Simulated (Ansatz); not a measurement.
# ScIr2 (Fd-3m): electronic heat capacity and spin susceptibility from the density of states

Method: Ansatz 0.2.0, DFT r2SCAN, scalar-relativistic, plane waves, PAW.

Cutoff 500 eV; k points 8×8×8 on the computed 6-atom cell (Γ-centred); Gaussian smearing, width 0.10 eV; no spin polarisation.

Relaxed cell: Fd-3m, a = 7.359 Å, b = 7.359 Å, c = 7.359 Å, α = 90.00°, β = 90.00°, γ = 90.00°, 6 atoms in the primitive cell. Whether it is the stable form of this composition wasn't checked.

The density of states at the Fermi level is 3.300 states/eV in the cell of 6 atoms (2 formula units; both spins, tetrahedra on a 12×12×12 mesh). Averaged over bins of 0.1 eV the density runs from 1.5 to 7.6 states/eV within 0.2 eV of the Fermi level, so the figure hangs on the exact place of that level.

Q: What Sommerfeld coefficient and Pauli susceptibility does this give?

A: Per formula unit N(E_F) = 1.650 states/eV. γ = (π²/3) k_B² N(E_F) N_A = 2.357 mJ/(mol K²) per state/eV, so γ = 3.9 mJ/(mol K²), a mole of formula units. χ_P = μ_B² N(E_F) N_A = 3.23×10⁻⁵ emu/mol per state/eV gives 5.3×10⁻⁵ emu/mol. This is the bare band result: a measured γ of the same phase is as a rule larger by a factor 1 + λ from phonons and spin fluctuations, the spin part of χ is larger by the Stoner factor, and a measured χ also holds orbital and core terms. N(E_F) at one energy is sensitive to the mesh where the density of states has sharp peaks.

Spin-orbit coupling is left out, which matters for the bands of heavy elements.

Cost: 1 run of about 1.5 core-minutes, on Arm Neoverse V2 (shared hosts).